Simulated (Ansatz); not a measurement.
Input:

TaS2:
Space group P-3m1 (No. 164); a = 3.291 Å, b = 3.291 Å, c = 5.724 Å, α = 90.00°, β = 90.00°, γ = 120.00°

| atom | site | symmetry | x | y | z |
|---|---|---|---|---|---|
| Ta | 1a | -3m. | 0.0000 | 0.0000 | 0.0000 |
| S | 2d | 3m. | 0.3333 | 0.6667 | 0.2685 |

This is the LDA-relaxed structure.

### Question
All from LDA (plane waves, PAW; program Ansatz), unless another level is named. Give the electronic character.

### Answer
metallic (no gap).

### Question
Next, the density of states at the Fermi level?

### Answer
0.48 states/eV per atom (mean over ±0.08 eV).

### Question
Predict the formation energy from the elements (no fitted shifts).

### Answer
-1.14 eV/atom.

This is a known high-temperature phase of the composition, computed here at zero pressure and temperature. The LDA relaxation kept the symmetry of its start; its stability against distortions is not shown here. No spin polarisation was allowed. A crystal of weakly bound layers computed without a dispersion correction: the cell and the soft elastic constants depend strongly on that. With an odd number of electrons in the cell and no spin polarisation, the count alone makes it a metal. The references are the lowest solids computed at this level, not always the standard phases. Scalar-relativistic: spin–orbit coupling is off unless named, which matters more the heavier the elements.

Potentials: the earlier of the program's two PAW sets. The files were generated under PBE; for other functionals the program regenerates the frozen cores, and for LDA and PBEsol the local potential too.
